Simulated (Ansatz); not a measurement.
All numbers below come from DFT PBE, scalar-relativistic, plane waves, PAW in Ansatz. All cells share a 420 eV cutoff and Γ-centred k meshes spaced at most about 0.3 Å⁻¹ (about 0.25 or finer for metals, 2π included). No spin polarisation in the final relaxations.

Temperature and zero-point effects are left out.

Two forms of BaAg2F6 were relaxed alike.

1.

```cif
data_structure
_symmetry_space_group_name_H-M 'P1'
_symmetry_Int_Tables_number 1
_cell_length_a 6.0865
_cell_length_b 6.1375
_cell_length_c 6.1668
_cell_angle_alpha 61.378
_cell_angle_beta 60.493
_cell_angle_gamma 60.569
_cell_volume 165.86
loop_
_atom_site_label
_atom_site_type_symbol
_atom_site_symmetry_multiplicity
_atom_site_Wyckoff_symbol
_atom_site_fract_x
_atom_site_fract_y
_atom_site_fract_z
_atom_site_occupancy
Ba1 Ba 1 a 0.49149 0.47964 0.52025 1
Ag1 Ag 1 a 0.24847 0.25132 0.24988 1
Ag2 Ag 1 a 0.75224 0.74966 0.74856 1
F1 F 1 a 0.54201 0.06107 0.42907 1
F2 F 1 a 0.92663 0.46371 0.10140 1
F3 F 1 a 0.46942 0.55732 0.92611 1
F4 F 1 a 0.49006 0.04471 0.95160 1
F5 F 1 a 0.06007 0.91644 0.54643 1
F6 F 1 a 0.01962 0.47614 0.52671 1
```

2.

```cif
data_structure
_symmetry_space_group_name_H-M 'Fm-3m'
_symmetry_Int_Tables_number 225
_cell_length_a 8.7025
_cell_length_b 8.7025
_cell_length_c 8.7025
_cell_angle_alpha 90.000
_cell_angle_beta 90.000
_cell_angle_gamma 90.000
_cell_volume 659.06
loop_
_atom_site_label
_atom_site_type_symbol
_atom_site_symmetry_multiplicity
_atom_site_Wyckoff_symbol
_atom_site_fract_x
_atom_site_fract_y
_atom_site_fract_z
_atom_site_occupancy
Ba1 Ba 4 b 0.50000 0.00000 0.00000 1
Ag1 Ag 8 c 0.25000 0.25000 0.75000 1
F1 F 24 d 0.25000 0.25000 0.00000 1
```

Question: Which is lower in energy, and by how much?

Answer: Cell 1 is lower, by 24 meV/atom. Cell 1 has space group P1 (No. 1), 18.4 Å³/atom and no gap on its mesh; cell 2 has space group Fm-3m (No. 225), 18.3 Å³/atom and no gap. Counting F atoms around Ag and Ba (those within 1.25 times the shortest such distance or 1.15 times the sum of covalent radii, 1.27 where that leaves under three; a plus sign parts nearer from farther groups), cell 1 has Ba 6+1, Ag 6 and cell 2 has Ba 12, Ag 6. In cell 1, Ba is surrounded by 6 F at 2.64–2.86 Å, 1 F at 3.22 Å, 5 F at 3.48–3.56 Å and 8 Ag at 3.69–3.94 Å; Ag on its first site is surrounded by 4 F at 2.11–2.21 Å, 2 F at 2.35–2.36 Å and 4 Ba at 3.69–3.92 Å; F on its first site is surrounded by 1 Ag at 2.11 Å, 1 Ag at 2.38 Å and 1 Ba at 2.73 Å; 6 more sites not described. In cell 2, around Ba lie 12 F at 3.08 Å and 8 Ag at 3.77 Å; Ag is surrounded by 6 F at 2.18 Å and 4 Ba at 3.77 Å; around F lie 2 Ag at 2.18 Å, 2 Ba at 3.08 Å and 8 F at 3.08 Å. Both come from invented guesses.

Cells relaxed within their symmetry can be saddle points. The P1 cell of BaAg2F6 came from shaking the Fm-3m one.
